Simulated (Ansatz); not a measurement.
Computed with Ansatz 0.2.0, DFT PBEsol, scalar-relativistic, plane waves, PAW.

Structure of GaNi:

```xyz
2
Lattice="2.8728 0.0000 0.0000 0.0000 2.8728 0.0000 0.0000 0.0000 2.8728" Properties=species:S:1:pos:R:3 pbc="T T T"
Ga    0.0000    0.0000    0.0000
Ni    1.4364    1.4364    1.4364
```

Settings: cutoff 420 eV, Γ-centred mesh 14×14×14 on the computed 2-atom cell, Gaussian smearing of 0.10 eV; no spin polarisation.

Levels along Γ–X–M–Γ–R–X | R–M, in eV from the Fermi level, sorted by energy at each point. Points in fractions of the primitive reciprocal vectors: Γ (0.000 0.000 0.000), X (0.000 0.500 0.000), M (0.500 0.500 0.000), R (0.500 0.500 0.500).
| point | k (1/Å, with 2π) | band 12 | band 13 | band 14 | band 15 | band 16 | band 17 | band 18 |
| --- | --- | --- | --- | --- | --- | --- | --- | --- |
| Γ | 0.000 | -2.98 | -1.45 | -1.45 | -1.45 | 4.92 | 4.92 | 4.92 |
| - | 0.156 | -2.97 | -1.50 | -1.50 | -1.45 | 4.12 | 5.08 | 5.08 |
| - | 0.312 | -2.95 | -1.64 | -1.64 | -1.45 | 2.56 | 5.55 | 5.55 |
| - | 0.469 | -2.91 | -1.83 | -1.83 | -1.45 | 1.05 | 6.27 | 6.27 |
| - | 0.625 | -2.87 | -2.02 | -2.02 | -1.45 | 0.02 | 7.21 | 7.21 |
| - | 0.781 | -2.83 | -2.18 | -2.18 | -1.44 | -0.46 | 8.31 | 8.31 |
| - | 0.937 | -2.80 | -2.28 | -2.28 | -1.44 | -0.61 | 9.49 | 9.49 |
| X | 1.093 | -2.79 | -2.31 | -2.31 | -1.44 | -0.64 | 10.28 | 10.28 |
| - | 1.250 | -2.76 | -2.33 | -2.29 | -1.47 | -0.64 | 8.81 | 10.32 |
| - | 1.406 | -2.69 | -2.40 | -2.23 | -1.53 | -0.65 | 6.87 | 8.75 |
| - | 1.562 | -2.58 | -2.51 | -2.14 | -1.61 | -0.67 | 5.09 | 6.79 |
| - | 1.718 | -2.69 | -2.49 | -2.04 | -1.71 | -0.71 | 3.59 | 5.05 |
| - | 1.875 | -2.96 | -2.47 | -1.95 | -1.79 | -0.80 | 2.46 | 3.62 |
| - | 2.031 | -3.26 | -2.63 | -1.89 | -1.84 | -0.91 | 1.75 | 2.66 |
| M | 2.187 | -3.41 | -2.93 | -1.86 | -1.86 | -0.97 | 1.52 | 2.33 |
| - | 2.408 | -3.37 | -2.50 | -1.89 | -1.84 | -0.83 | 1.74 | 3.16 |
| - | 2.629 | -3.26 | -2.34 | -1.93 | -1.79 | -0.38 | 1.90 | 5.57 |
| - | 2.850 | -3.16 | -2.33 | -1.94 | -1.71 | 0.40 | 2.11 | 8.73 |
| - | 3.071 | -3.08 | -2.23 | -1.87 | -1.61 | 1.50 | 2.54 | 7.39 |
| - | 3.292 | -2.98 | -1.88 | -1.71 | -1.53 | 2.85 | 3.30 | 6.12 |
| - | 3.513 | -2.98 | -1.56 | -1.53 | -1.47 | 4.21 | 4.33 | 5.24 |
| Γ | 3.734 | -2.98 | -1.45 | -1.45 | -1.45 | 4.92 | 4.92 | 4.92 |
| - | 4.004 | -2.98 | -1.61 | -1.52 | -1.52 | 4.36 | 4.36 | 4.52 |
| - | 4.275 | -2.98 | -1.98 | -1.75 | -1.75 | 3.39 | 3.39 | 3.86 |
| - | 4.545 | -3.02 | -2.23 | -2.00 | -2.00 | 2.65 | 2.65 | 3.34 |
| - | 4.816 | -3.36 | -2.05 | -1.92 | -1.92 | 2.29 | 2.29 | 2.87 |
| - | 5.087 | -3.85 | -1.53 | -1.53 | -1.14 | 2.19 | 2.30 | 2.30 |
| - | 5.357 | -4.24 | -1.11 | -1.11 | 0.52 | 1.57 | 2.73 | 2.73 |
| R | 5.628 | -4.38 | -0.94 | -0.94 | 0.57 | 3.44 | 3.44 | 3.44 |
| - | 5.849 | -4.26 | -1.11 | -1.01 | 0.73 | 1.75 | 2.26 | 3.78 |
| - | 6.069 | -3.95 | -1.50 | -1.31 | 0.16 | 0.24 | 2.48 | 4.50 |
| - | 6.290 | -3.51 | -1.92 | -1.77 | -0.75 | -0.37 | 3.73 | 5.03 |
| - | 6.511 | -3.04 | -2.29 | -1.81 | -1.45 | -0.56 | 5.31 | 5.88 |
| - | 6.732 | -2.65 | -2.57 | -1.94 | -1.63 | -0.63 | 7.11 | 7.11 |
| - | 6.953 | -2.74 | -2.40 | -2.22 | -1.49 | -0.64 | 8.73 | 9.03 |
| X | 7.174 | -2.79 | -2.31 | -2.31 | -1.44 | -0.64 | 10.28 | 10.28 |
| R | 7.174 | -4.38 | -0.94 | -0.94 | 0.57 | 3.44 | 3.44 | 3.44 |
| - | 7.330 | -4.35 | -1.06 | -0.94 | 0.70 | 2.47 | 2.47 | 3.28 |
| - | 7.487 | -4.27 | -1.38 | -0.95 | 0.95 | 1.36 | 1.36 | 2.96 |
| - | 7.643 | -4.13 | -1.81 | -0.95 | 0.38 | 0.38 | 1.19 | 2.69 |
| - | 7.799 | -3.95 | -2.25 | -0.96 | -0.47 | -0.47 | 1.35 | 2.51 |
| - | 7.955 | -3.73 | -2.62 | -1.17 | -1.17 | -0.96 | 1.45 | 2.40 |
| - | 8.111 | -3.51 | -2.85 | -1.67 | -1.67 | -0.97 | 1.50 | 2.34 |
| M | 8.268 | -3.41 | -2.93 | -1.86 | -1.86 | -0.97 | 1.52 | 2.33 |

A ferromagnetic start lost its moments in a first run, so spin was left out; other magnetic orders weren't tried.

Cost: 1 run of about 0.44 core-minutes, on Arm Neoverse V1 (shared hosts).